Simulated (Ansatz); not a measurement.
Starting cell, Lu (hcp, Mg type):

```yaml
crystal:
  lattice:
    - [7.01413, 0.00000, 0.00000]
    - [-1.75353, 3.03721, 0.00000]
    - [0.00000, 0.00000, 5.46215]
  atoms:
    - { symbol: Lu, position: [0.16667, 0.66667, 0.75000] }
    - { symbol: Lu, position: [0.66667, 0.66667, 0.75000] }
    - { symbol: Lu, position: [0.33333, 0.33333, 0.25000] }
    - { symbol: Lu, position: [0.83333, 0.33333, 0.25000] }
```

A phonon eigenvector at M = (0.5, 0.0, 0.0) is frozen into this cell: atom i moves by Q times the vector below, so Q is the largest atomic displacement, in Å. The cell is held. (q is in reciprocal vectors of the primitive cell; the cell shown is doubled to hold the pattern.)

```
atom      x      y       z
----  -----  -----  ------
Lu1   0.000  0.000   1.000
Lu2   0.000  0.000  -1.000
Lu3   0.000  0.000  -1.000
Lu4   0.000  0.000   1.000
```

Computed with PBE (plane waves to 420 eV, PAW, scalar-relativistic; Ansatz, a quantum-chemistry and plane-wave program). k mesh 15×15×9 (Γ-centred), Fermi-Dirac smearing 0.05 eV. E stands for the smeared free energy. With partly filled bands, energies and forces of such displacements shift with the k mesh and the smearing. Lu is run without spin polarisation. Lu was relaxed with its symmetry unable to fall. The PAW data are Ansatz's earlier set. The zero of ΔE is the undisplaced structure. The last digit holds for this mesh only.

| Q (Å) | ΔE (meV/cell) |
|---|---|
| -0.2800 | 1178.8 |
| -0.2333 | 823.1 |
| -0.1867 | 531.9 |
| -0.1400 | 301.9 |
| -0.0933 | withheld |
| -0.0467 | 33.8 |
| 0.0000 | 0.0 |
| 0.0467 | 33.8 |
| 0.0933 | withheld |
| 0.1400 | 301.9 |
| 0.1867 | 531.9 |
| 0.2333 | 823.1 |
| 0.2800 | 1178.8 |

Problem. Fit an even polynomial form (powers 2, 4, 6) to the given rows and predict ΔE at Q = -0.0933.

Solution. Least squares on the 11 given rows: ΔE = (15640)·Q² + (-13500)·Q⁴ + (74100)·Q⁶, in meV/cell with Q in Å; root-mean-square residual 0.13 meV/cell. At -0.0933 the fit gives 135.2 meV/cell; the calculation gives 134.8 meV/cell, so the interpolation is off by 0.4 (+0.3 %). The quadratic term alone would give 136.1 meV/cell.

(For displaced atoms, the force is minus the slope of the energy, and its curvature is a force constant, which sets phonon frequencies.)
